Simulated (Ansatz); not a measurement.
Relaxed-ion elastic tensor of TaSi2 in space group P6_222 (No. 180; Si on 6j, Ta on 3d) in GPa (Voigt order), plane-wave PAW PBEsol (Ansatz code); density 9.18 g/cm³, 14.30 Å³ per atom.

|  | 1 | 2 | 3 | 4 | 5 | 6 |
|---|---|---|---|---|---|---|
| 1 | 383 | 79.6 | 94.4 | 0.0 | 0.0 | 0.0 |
| 2 | 79.6 | 383 | 94.4 | 0.0 | 0.0 | 0.0 |
| 3 | 94.4 | 94.4 | 481 | 0.0 | 0.0 | 0.0 |
| 4 | 0.0 | 0.0 | 0.0 | 141 | 0.0 | 0.0 |
| 5 | 0.0 | 0.0 | 0.0 | 0.0 | 141 | 0.0 |
| 6 | 0.0 | 0.0 | 0.0 | 0.0 | 0.0 | 151 |

Question: Is the crystal mechanically stable?

Answer: Yes: the smallest eigenvalue of C is 141 GPa.

Question: Work out the Voigt, Reuss and Hill averages.

Answer: K_V = 198, K_R = 195, K_H = 197; G_V = 152, G_R = 150, G_H = 151 GPa.

Question: Give Young's modulus, Poisson's ratio, Pugh's ratio and the universal anisotropy index.

Answer: E = 9KG/(3K + G) = 361 GPa; ν = 0.19; K/G = 1.30 (brittle by the Pugh limit of 1.75); A_U = 5G_V/G_R + K_V/K_R − 6 = 0.06.

Question: Estimate the sound speeds and the Debye temperature.

Answer: v_l = √((K + 4G/3)/ρ) = 6590 m/s, v_t = √(G/ρ) = 4060 m/s, mean 4480 m/s; Θ = (h/k)(3n/4πV)^(1/3) v_m = 549 K.

Question: Solve the Christoffel equation for the three sound speeds along x, y, z.

Answer: Eigenvalues of C_ijkl n_j n_l equal ρv². In km/s, slowest first: x 3.92, 4.06, 6.46; y 3.92, 4.06, 6.46; z 3.92, 3.92, 7.24.

Question: How much does each axis shrink under pressure?

Answer: Linear compressibilities β_i = Σ_j S_ij (j = 1 to 3): x 1.9, y 1.9, z 1.3 per TPa.

The cell was relaxed with PBEsol under the symmetry of its start. No spin polarisation was allowed. As this level gives no gap, shear constants depend on the k-mesh and smearing (Fermi–Dirac, 0.1 eV here). On the denser mesh and wider smearing of the elastic run this cell carries a stress of 0.4 GPa. Scalar-relativistic: spin–orbit coupling is off unless named, which matters more the heavier the elements.

Potentials: the later of the program's two PAW sets.
